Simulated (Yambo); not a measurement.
Yambo run on SnS2 (CdI2 type, space group P-3m1, No. 164). The wavefunctions are PBE (stringent potentials; Quantum ESPRESSO, PseudoDojo norm-conserving, 102 Ry, without SOC) ones on a 6×6×2 mesh (17 occupied bands); a = b = 3.6707 Å, c = 5.7993 Å, α = β = 90.00°, γ = 120.00°.

Yambo input:

```
rim_cut
HF_and_locXC
RandQpts= 1000000
RandGvec= 1 Ry
EXXRLvcs= 102 Ry
VXCRLvcs= 408 Ry
% QPkrange
 1 | 1 | 17 | 18 |
 2 | 2 | 17 | 18 |
 8 | 8 | 17 | 18 |
 14 | 14 | 17 | 18 |
%
```

k points by index: 1 = Γ, 2 = A, 8 = L, 14 = H.

Table of the .hf output:

```
#    K-point    Band    Eo [eV]    Ehf [eV]    Vxc [eV]    Vnlxc [eV]
#
    1    17    0.000000    -2.785598    -13.53760    -16.32320
    1    18    1.680048    5.319439    -13.12905    -9.489663
    2    17    -0.354744    -2.767982    -13.69973    -16.11297
    2    18    2.919944    6.882787    -13.90189    -9.939043
    8    17    -0.810739    -3.532440    -13.20588    -15.92758
    8    18    1.360515    4.715830    -12.87469    -9.519375
    14    17    -0.384537    -3.122797    -13.39275    -16.13101
    14    18    2.901580    7.110182    -13.95479    -9.746191
```
Exchange alone, without screening.

Geometry relaxed with PBE+D3(BJ).
